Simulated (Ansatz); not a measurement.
The elements of this relaxed crystal are hidden behind letters.

```
lattice vectors (Å)
   2.4223    1.3985    3.3133
  -2.4223    1.3985    3.3133
   0.0000   -2.7970    3.3133
fractional positions
X 0.5000 0.5000 0.5000
Z 0.0000 0.0000 0.0000
```

The calculation used Ansatz 0.2.0, DFT PBE, scalar-relativistic, plane waves, PAW. The final run on the 2-atom cell used 420 eV, a Γ-centred 12×12×12 mesh, 0.10 eV smearing and no spin polarisation.

```
Space group                                 : R-3m (No. 166)
Conventional cell                           : a = 4.845 Å, c = 9.940 Å
Volume per atom                             : 33.67 Å³
Density                                     : 8.30 g/cm³
Energy over the elements                    : −0.08 eV/atom
Gap on the 12×12×12 mesh of the 2-atom cell : 0 eV (a metal)
```

Energies are uncorrected and count from the elements' standard states at the same level.

Question: X is a p-block element of period 6 and Z is a p-block element of period 5. Which elements are they?

Answer: X = Bi, Z = Te, so the formula is BiTe. Density times volume gives a mean mass of 8.30 × 33.67/1.6605 = 168.3 u per atom, and this set has 168.3 u. Bi is surrounded by 6 Te at 3.25 Å; Te is surrounded by 6 Bi at 3.25 Å. Other sets within the hints have nearly the same mass, so mass alone doesn't settle it; this one was computed.

Spin–orbit coupling, which can matter for Bi and Te, is left out. An odd number of electrons in the primitive cell allows no gap without spin; a larger cell or a magnetic state could open one. The cell is a metal run without spin; a magnetic state may lie lower. A structure relaxed within its symmetry needn't be a true minimum.
